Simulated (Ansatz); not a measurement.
Input:

CaO (rock salt), conventional cell a = b = c = 4.795 Å, α = β = γ = 90.00°. The calculation uses the primitive cell of 2 atoms, to which meshes and values per cell refer.

This relaxed cell (volume V₀) is scaled evenly in all directions, its shape held. Symmetry pins the atoms to their sites.

All values below come from r2SCAN (plane waves to 500 eV, PAW, scalar-relativistic; Ansatz, a quantum-chemistry and plane-wave program). k mesh 12×12×12 (Γ-centred), Fermi-Dirac smearing 0.05 eV. The energy includes the smearing's −TS. Stress and pressure are positive under compression. CaO was relaxed with its symmetry unable to fall. ΔE is measured from the relaxed starting cell.

The scan covers V/V₀ from 0.840 to 1.160 in 9 points.

### Question
What is the fitted pressure derivative B₀′?

### Answer
4.3.

### Question
What bulk modulus B₀ follows from a third-order Birch-Murnaghan fit?

### Answer
117 GPa.

(Under strain, the slope of the energy per volume gives the stress and its curvature an elastic modulus.)
